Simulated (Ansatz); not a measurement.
Relaxed TiC (rock salt):

```xyz
2
Lattice="0.0000 2.1465 2.1465 2.1465 0.0000 2.1465 2.1465 2.1465 0.0000" Properties=species:S:1:pos:R:3 pbc="T T T"
C      0.0000     0.0000     0.0000
Ti     2.1465     2.1465     2.1465
```

In each cell atom 1 (C, nearest neighbour Ti at 2.146 Å; its periodic images, 3.0 Å or more away, move with it) moves by s·(0.000, 0.000, 1.000) (towards the nearest neighbour), the rest being held.

Level of theory: PBEsol (plane waves to 420 eV, PAW, scalar-relativistic; Ansatz, an electronic-structure program). k mesh 15×15×15 (Γ-centred), Fermi-Dirac smearing 0.05 eV. The energy includes the smearing's −TS. With partly filled bands, energies and forces of such displacements shift with the k mesh and the smearing. The PAW data are Ansatz's earlier set. TiC is run without spin polarisation. TiC was relaxed with its symmetry unable to fall. The zero of ΔE is the undisplaced structure. The last digit holds for this mesh only.

```
s (Å)   ΔE (meV/cell)
------  -------------
-0.210       withheld
-0.168          142.8
-0.126           79.8
-0.084           35.8
-0.042            9.2
0.000             0.0
0.042             9.2
0.084            35.8
0.126            79.8
0.168           142.8
0.210        withheld
```

Fit an even polynomial form (powers 2, 4, 6) to the given rows and predict ΔE at s = -0.210.

Least squares on the 9 given rows: ΔE = (5176)·s² + (-16390)·s⁴ + (434400)·s⁶, in meV/cell with s in Å; root-mean-square residual 0.06 meV/cell. At -0.210 the fit gives 233.6 meV/cell; the calculation gives 228.4 meV/cell, so the extrapolation is off by 5.2 (+2.3 %). The quadratic term alone would give 228.3 meV/cell.

(A displaced cell: forces are minus the slopes of the energy, force constants its curvatures, and phonons follow from these.)
